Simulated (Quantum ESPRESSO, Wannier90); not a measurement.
Tight-binding from DFT: Te (Pmma)

```
begin unit_cell_cart
ang
    9.2140200000    0.0000000000    0.0000000000
    0.0000000000    3.1522000000    0.0000000000
    0.0000000000    0.0000000000    4.4566400000
end unit_cell_cart
begin atoms_frac
Te  -0.2500000000  0.5000000000 -0.4793800000
Te   0.2500000000  0.5000000000  0.4793800000
Te   0.0000000000  0.5000000000  0.0000000000
Te   0.5000000000  0.5000000000  0.0000000000
end atoms_frac
```

Structure: Materials Project mp-105, symmetrised, not relaxed again. Not found in the COD (Crystallography Open Database) copy used, which has the formula in other groups; not checked further. Method: PBEsol plane waves in Quantum ESPRESSO 7.5 (PseudoDojo norm-conserving files, 64 Ry, spinors with spin-orbit coupling), Bloch states on a 4×4×4 mesh through Γ, Wannier90 4.0.1. Density: 4×10×8 mesh, cold smearing 0.01 Ry. With spin-orbit coupling a semilocal functional can close or falsely invert a small gap; the band order was not checked against a better method.

A tight-binding model is made by disentanglement and projection with no localisation steps (num_iter = 0), so the 32 orbitals stay atom-like: hydrogen-like Te: s;p, axes along x, y, z; frozen window up to 2.44 eV relative to the Fermi level. It follows pw.x to 35 meV rms for states up to 1.0 eV relative to the Fermi level. Matrix elements depend on this choice of orbitals and windows.

The 30 largest hoppings ⟨m,0|H|n,R⟩ between different sites (one of each Hermitian pair; signs follow the real orbitals' lobes; the list may end inside a set of equal values):

| m | n | R | distance of the centres (Å) | t (eV) | Im t (eV) |
|---|---|---|---|---|---|
| Te2 py↓ | Te2 py↓ | 0 1 0 | 3.15 | 1.839 | 0.000 |
| Te1 py↑ | Te1 py↑ | 0 1 0 | 3.15 | 1.839 | 0.000 |
| Te3 py↑ | Te3 py↑ | 0 1 0 | 3.15 | 1.839 | 0.000 |
| Te3 py↓ | Te3 py↓ | 0 1 0 | 3.15 | 1.839 | 0.000 |
| Te4 py↑ | Te4 py↑ | 0 1 0 | 3.15 | 1.839 | 0.000 |
| Te4 py↓ | Te4 py↓ | 0 1 0 | 3.15 | 1.839 | 0.000 |
| Te2 py↑ | Te2 py↑ | 0 1 0 | 3.15 | 1.839 | 0.000 |
| Te1 py↓ | Te1 py↓ | 0 1 0 | 3.15 | 1.839 | 0.000 |
| Te4 px↓ | Te2 pz↓ | 0 0 0 | 3.15 | -1.073 | 0.000 |
| Te4 px↑ | Te1 pz↑ | 1 0 0 | 3.15 | -1.073 | 0.000 |
| Te3 px↑ | Te1 pz↑ | 0 0 0 | 3.14 | 1.073 | 0.000 |
| Te3 px↑ | Te2 pz↑ | 0 0 0 | 3.14 | 1.073 | 0.000 |
| Te3 px↓ | Te1 pz↓ | 0 0 0 | 3.15 | 1.073 | 0.000 |
| Te3 px↓ | Te2 pz↓ | 0 0 0 | 3.14 | 1.073 | 0.000 |
| Te4 px↑ | Te2 pz↑ | 0 0 0 | 3.14 | -1.073 | 0.000 |
| Te4 px↓ | Te1 pz↓ | 1 0 0 | 3.14 | -1.073 | 0.000 |
| Te3 pz↑ | Te1 px↑ | 0 0 0 | 3.16 | 1.070 | 0.000 |
| Te3 pz↑ | Te2 px↑ | 0 0 0 | 3.15 | 1.070 | 0.000 |
| Te3 pz↓ | Te1 px↓ | 0 0 0 | 3.15 | 1.070 | 0.000 |
| Te3 pz↓ | Te2 px↓ | 0 0 0 | 3.15 | 1.070 | 0.000 |
| Te4 pz↑ | Te2 px↑ | 0 0 0 | 3.15 | -1.070 | 0.000 |
| Te4 pz↓ | Te2 px↓ | 0 0 0 | 3.15 | -1.070 | 0.000 |
| Te4 pz↑ | Te1 px↑ | 1 0 0 | 3.15 | -1.070 | 0.000 |
| Te4 pz↓ | Te1 px↓ | 1 0 0 | 3.16 | -1.070 | 0.000 |
| Te1 s↑ | Te1 py↑ | 0 1 0 | 3.15 | 0.981 | 0.000 |
| Te1 py↓ | Te1 s↓ | 0 1 0 | 3.15 | -0.981 | 0.000 |
| Te2 s↑ | Te2 py↑ | 0 1 0 | 3.15 | 0.981 | 0.000 |
| Te2 py↓ | Te2 s↓ | 0 1 0 | 3.15 | -0.981 | 0.000 |
| Te1 s↓ | Te1 py↓ | 0 1 0 | 3.15 | 0.981 | 0.000 |
| Te1 py↑ | Te1 s↑ | 0 1 0 | 3.15 | -0.981 | 0.000 |
